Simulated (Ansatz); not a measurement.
### Question
Name crystals whose computed values (DFT-LDA in the program Ansatz with PAW potentials) fall in these windows: B₀ by P(V) fit (GPa) 270 to 350; Θ_D (K) 410 to 530; G_Hill (GPa) 110 to 150.

### Answer


```
crystal                           B₀ by P(V) fit (GPa)  Θ_D (K)  G_Hill (GPa)
--------------------------------  --------------------  -------  ------------
MoRh, P-6m2 (Mo on 1b, Rh on 1c)                   305      452           126
Rh, hcp (Mg type)                                  314      437           124
TaO2, rutile                                       288      486           111
Ta2C, P-3m1 (Ta on 2d, C on 1a)                    282      430           147
TiOs, CsCl type                                    280      441           145
```
Others may fit too.

Not the usual ambient phase: Rh, hcp (Mg type). Standing as an ambient phase not checked: MoRh, P-6m2 (Mo on 1b, Rh on 1c); TaO2, rutile; Ta2C, P-3m1 (Ta on 2d, C on 1a); TiOs, CsCl type. Perhaps ordered models of mixed-site phases: MoRh, P-6m2 (Mo on 1b, Rh on 1c). All cells were relaxed under the symmetry of their starts (and spin orders); stability against distortions was not tested throughout. Rows with no word on spin ran without spin polarisation. Scalar-relativistic: spin–orbit coupling is off unless named, which matters more the heavier the elements.

Potentials: the later of the program's two PAW sets.
